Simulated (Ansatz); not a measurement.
Ansatz input

```yaml
crystal:
  lattice:
    - [3.3469381517, 0.0, 0.0]
    - [-1.6734690758, 2.8985334643, 0.0]
    - [0.0, 0.0, 5.4485139734]
  atoms:
    - { symbol: In, position: [0.3333333333, 0.6666666667, 0.25] }
    - { symbol: In, position: [0.6666666667, 0.3333333333, 0.75] }
hamiltonian:
  xc: r2scan
  pseudopotentials:
    kind: paw
    azcp:
      In: "pseudopotentials/In.paw.azcp"
basis:
  ecutwfc: 500
  fft_grid_basis: typed
kpoints:
  mp_grid: { grid: [12, 12, 7], shift: [0, 0, 0] }
magnetization:
  spin_polarized: false
scf:
  occupations: { method: fermi_dirac, width: 0.1 }
  lower_state_search: "off"
output:
  stress: true
```

Output

```
Engine: ansatz 0.2.0, x86_64-unknown-linux-gnu
Pseudopotentials: kind: paw
Pseudopotential: In, paw, valence charge 13, recommended cutoff 500 eV (meta_gga) 
Functional definition: r2SCAN
  parameter k0 = 0.174
  parameter k1 = 0.065
  parameter a1 = 4.9479
  exchange = r2scan_x(k0 = k0, k1 = k1, a1 = a1)
  correlation = r2scan_c
Crystal: 2 atoms, lattice volume = 52.857 Å³
Basis set: ecut = 500 eV, 1315 PW (Γ), exchange–correlation on 100×100×160 points (64 copies of the dense FFT grid, shifted against one another)
Bands: 17, of which v1, the nominal top of the filled ones, is band 13 counted from 1 (12 counted from 0)
Symmetry: 24 space group operations
Space group: P63/mmc (ITA 194), of the structure as read, at distance tolerance 3.8e-5 Å
k-points: 76 of 1008
Non-local potential: In, projectors of the file, l = 0: 2, l = 1: 2, l = 2: 2, l = 3: 2
PAW form: soft (Blöchl's): semilocal exchange-correlation on the pseudo side does not see the compensation charge
PAW frozen core: In, regenerated for the run's functional (the file was generated under x = pbe(κ = 0.804, μ = 0.2195149727645171), c = pbe(β = 0.06672455060314922))
PAW one-centre angular grid: In, 590 points (default); XC on 289 of its mesh's 2783 points in the sphere
Initial density: superposition of atomic densities (neutral atoms: chi_scale 0, normalization atom), corrected by the library's trained network
Initial wavefunctions: pseudopotential atomic-orbital guess
Functional: x = r2scan, c = r2scan; τ floored in thin density (d = 2e-4 eV/Å³)
SCF iter   1: F=-11223.618923 eV  HF=-11223.618259 eV  |F-HF|=6.64e-4  |Δ(HF+E_count)|=         —  Δρ=7.97e-3  dr2=1.81e-2  dr2_τ=2.33e-3  ethr=1.77e-3  ⟨swp⟩=5.6  Hψ=6936  notcnv=0
SCF iter   2: F=-11223.623682 eV  HF=-11223.624395 eV  |F-HF|=7.12e-4  |Δ(HF+E_count)|=   6.14e-3  Δρ=3.41e-3  dr2=3.40e-3  dr2_τ=1.64e-4  ethr=6.96e-5  ⟨swp⟩=2.9  Hψ=3474  notcnv=0  defer=1
SCF iter   3: F=-11223.624461 eV  HF=-11223.624320 eV  |F-HF|=1.41e-4  |Δ(HF+E_count)|=   7.45e-5  Δρ=7.14e-4  dr2=2.25e-4  dr2_τ=3.57e-6  ethr=1.31e-5  ⟨swp⟩=2.9  Hψ=2600  notcnv=0  defer=1
SCF iter   4: F=-11223.624496 eV  HF=-11223.624476 eV  |F-HF|=2.05e-5  |Δ(HF+E_count)|=   1.56e-4  Δρ=2.28e-4  dr2=3.65e-5  dr2_τ=4.36e-7  ethr=8.64e-7  ⟨swp⟩=2.9  Hψ=2672  notcnv=0  defer=1
SCF iter   5: F=-11223.624507 eV  HF=-11223.624506 eV  |F-HF|=1.22e-6  |Δ(HF+E_count)|=   3.01e-5  Δρ=6.99e-5  dr2=2.47e-6  dr2_τ=8.19e-8  ethr=1.41e-7  ⟨swp⟩=2.0  Hψ=2273  notcnv=0  defer=1
SCF iter   6: F=-11223.624508 eV  HF=-11223.624507 eV  |F-HF|=1.86e-7  |Δ(HF+E_count)|=   1.81e-6  Δρ=1.85e-5  dr2=1.51e-7  dr2_τ=1.41e-9  ethr=9.51e-9  ⟨swp⟩=2.0  Hψ=2269  notcnv=0  defer=1
SCF iter   7: F=-11223.624508 eV  HF=-11223.624508 eV  |F-HF|=1.25e-8  |Δ(HF+E_count)|=   2.18e-7  Δρ=5.49e-6  dr2=1.10e-8  dr2_τ=2.66e-10  ethr=3.85e-10  ⟨swp⟩=4.9  Hψ=4260  notcnv=0
SCF 1 converged in 7 iterations: F = -11223.624508 eV  dr2 = 1.10e-8
SCF converged after 7 iterations
Free energy (F): -11223.624508 eV
Harris-Foulkes:  -11223.624508 eV  (|F-HF|=1.25e-8)
Internal energy: -11223.598854 eV  (E = F + TS)
E sigma→0 (E₀):  -11223.611681 eV
Entropy (-TS):   -0.025653 eV (-12.827 meV/atom)
Fermi energy:    10.102063 eV
--- Per-component energies (eV) ---
  E_band       = -65.048925
  E_kinetic    = 482.250541
  E_local      = -2166.523107  (includes V_loc(G=0)·N_el)
  E_nonlocal   = 733.101882
  E_hartree    = 850.953188
  E_xc         = -403.039647
  E_vxc        = -215.289135  (∫ρ·V_xc dr)
  E_paw        = -8362.691176  (= ΣΔE_a)
  E_vpaw       = -615.821119  (= ΣTr[D̂ρ^β])
  E_aug_tail   = 0.000016  (compensation charges beyond the density's cutoff)
  E_vtau       = 15.325519  (kinetic-family band-sum trace: ∫τ·v_τ [+ j·A + Jᵃ·Aᵃ] dr)
  E_ewald      = -2359.581644
  E_core_change = 1.931092  (= ΣΔE_core)
  E_smearing   = -0.025653  (= −TS)
  E_closure    = -0.000000  (closes the sum)
  Σ components = -11223.624508   (vs F -11223.624508, Δ=0.00e0)
--- Stress (GPa, compression-positive) ---
        0.269050       0.000000       0.000000
        0.000000       0.269050       0.000000
        0.000000       0.000000      -0.463181
  P = ⅓ Tr σ = 0.0250 GPa (0.250 kbar)
```

Command:

```sh
ansatz run input.yaml --threads 1 --pin off --max-ram 3584MiB --backend cpu --events-out ev --progress --plain --runs-dir out
```

On 1 thread of Intel(R) Xeon(R) Platinum 8259CL CPU @ 2.50GHz (Skylake/Cascade Lake) (shared host) this took about 10 s of wall time and 10 s of CPU time.
